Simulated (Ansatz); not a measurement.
# YV: energy against total moment

Level of theory: DFT PBE, scalar-relativistic, plane waves, PAW in Ansatz 0.2.0.

```
V Y
1.0
     3.61426    0.00000    0.00000
     0.00000    3.61426    0.00000
     0.00000    0.00000    3.61426
V Y
1 1
Direct
  0.00000 0.00000 0.00000
  0.50000 0.50000 0.50000
```

```json
{
  "plane-wave cutoff": "420 eV",
  "Γ-centred k-mesh": "12×12×12",
  "occupation rule": "Gaussian smearing, 0.1 eV"
}
```

The total moment of the cell is held at each value, at fixed atoms.

Site moments are spin moments in atom-centred spheres that scale with the neighbour distance.

```
held moment (μB/cell) E above lowest (meV/atom) P (GPa) site moments (μB)
                 0.00                      269.9     -5.3     none over 0.05
                 0.38                      262.6     -5.2            V +0.39
                 0.75                      241.7     -4.9            V +0.76
                 1.12                      206.8     -4.5            V +1.13
                 1.50                      158.1     -3.9            V +1.46
                 1.88                      104.7     -3.3            V +1.74
                 2.25                       62.4     -2.7   V +1.97, Y +0.06
                 2.62                       26.5     -2.1   V +2.20, Y +0.10
                 3.00                        0.0     -1.2   V +2.41, Y +0.15
```

Cost: 9 runs of about 1.7 core-minutes in all, on Arm Neoverse V1 (shared hosts).